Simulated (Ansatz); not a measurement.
This cell of GaAs (zinc blende) is off equilibrium:

```
CELL_PARAMETERS angstrom
      0.00000     2.82951     2.82951
      2.82951     0.00000     2.82951
      2.82951     2.82951     0.00000
ATOMIC_POSITIONS crystal
  As 0.75000 0.75000 0.75000
  Ga 0.00000 0.00000 0.98750
```

Calculation: PBEsol (plane waves to 420 eV, PAW, scalar-relativistic; Ansatz, a first-principles code). k mesh 8×8×8 (Γ-centred), Fermi-Dirac smearing 0.05 eV. The energy includes the smearing's −TS. Compression counts positive. GaAs was relaxed with its symmetry unable to fall.

Problem. Predict the force on every atom, in eV/Å.

Solution. 
```tsv
atom	Fx	Fy	Fz
As1	-0.324	-0.324	-0.033
Ga2	0.324	0.324	0.033
```

Problem. What is the stress tensor (GPa)?

Solution. 
```
   0.05     0.09     0.90
   0.09     0.05     0.90
   0.90     0.90     0.09
```
The pressure, a third of the trace, is 0.06 GPa.

Problem. In it atom 2 sits (-0.035, -0.035, 0.000) Å away from its relaxed site. What is its energy relative to the relaxed cell?

Solution. 11.4 meV/cell.

(A displaced cell: forces are minus the slopes of the energy, force constants its curvatures, and phonons follow from these.)
